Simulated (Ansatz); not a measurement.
## WC (P-6m2), a vibration from a frozen displacement

Computed with DFT r2SCAN, scalar-relativistic, plane waves, PAW in Ansatz 0.2.0. Cutoff 500 eV, Γ-centred 18×18×16 k-points, Gaussian smearing of 0.15 eV. Spin–orbit coupling is left out, which matters for the heavy elements here. No spin polarisation. Energies are free energies at this smearing, counted from the undisturbed cell; pressure is positive in compression.

Reference structure (as given, not relaxed at this level; it stands at 4.3 GPa):

```
CELL_PARAMETERS angstrom
2.90050 0.00000 0.00000
-1.45025 2.51191 0.00000
0.00000 0.00000 2.82900
ATOMIC_POSITIONS crystal
W 0.00000 0.00000 0.00000
C 0.66667 0.33333 0.50000
```

Every W atom is moved by x along the Cartesian unit vector (0.000, 0.000, 1.000); the cell and all other atoms stay fixed. The cell's volume is 20.61 Å³; the moved atoms weigh 183.840 u together and the others 12.011 u. Some rows repeat others by symmetry and weren't run.

| x (Å) | ΔE (meV/cell) | total force on the moved atoms along the move (eV/Å) | pressure (GPa) |
| --- | --- | --- | --- |
| -0.3000 | 696.78 | 4.9797 | 24.8495 |
| -0.2625 | 523.58 | 4.2588 | 20.1407 |
| -0.2250 | 377.12 | 3.5559 | 16.0029 |
| -0.1875 | 256.71 | 2.8679 | 12.4551 |
| -0.1500 | 161.70 | 2.2098 | 9.5330 |
| -0.1125 | 90.03 | 1.6208 | 7.2492 |
| -0.0750 | 39.76 | 1.0652 | 5.6083 |
| -0.0375 | 9.90 | 0.5289 | 4.6306 |
| 0.0000 | 0.00 | 0.0000 | 4.3051 |
| 0.0375 | 9.90 | -0.5289 | 4.6306 |
| 0.0750 | 39.76 | -1.0652 | 5.6083 |
| 0.1125 | 90.03 | -1.6208 | 7.2492 |
| 0.1500 | 161.70 | -2.2098 | 9.5330 |
| 0.1875 | 256.71 | -2.8679 | 12.4551 |
| 0.2250 | 377.12 | -3.5559 | 16.0029 |
| 0.2625 | 523.58 | -4.2588 | 20.1407 |
| 0.3000 | 696.78 | -4.9797 | 24.8495 |

Task: What frequency belongs to this motion?

Result: The force constant is k = −dF/dx = 14.104 eV/Å², from the parabola through x = -0.0375, 0 and 0.0375. In every cell the moved atoms swing against the rest, so the mass is μ = m₁m₂/(m₁ + m₂) = 11.274 u, and ν̃ = 521.5 cm⁻¹ × √(|k|/μ) = 583 cm⁻¹, at this cell's pressure of 4.3 GPa. To first order in x, and within 1 %, the force on every atom lies along the move and, within each of the two groups, in proportion to the atom's mass, so this is itself a mode at the zone centre of this cell.

Task: How far does the harmonic law reach?

Result: At x = -0.300 Å, kx²/2 = 634.68 meV against the computed 696.78 meV (+9.8 %): the well stiffens in this direction at large amplitude.

Task: The pressure changes with x². What does that say about the frequency under compression?

Result: With E = k(V)x²/2, k ∝ V^(−2γ) and x scaling with the cell as V^(1/3), P − P0 = −∂E/∂V = (2γ − 2/3) ΔE/V. At x = 0.0750 Å, V(P − P0) = 20.61 × 1.30328 / 160.2 eV = 167.66 meV and ΔE = 39.76 meV, so γ = 1/3 + V(P − P0)/(2ΔE) = 2.44. This is the Grüneisen parameter of the motion under uniform scaling of the cell: shrinking the cell evenly by 1 % in volume raises the frequency by about 2.44 %.

In a metal these slopes depend on the k mesh and the smearing.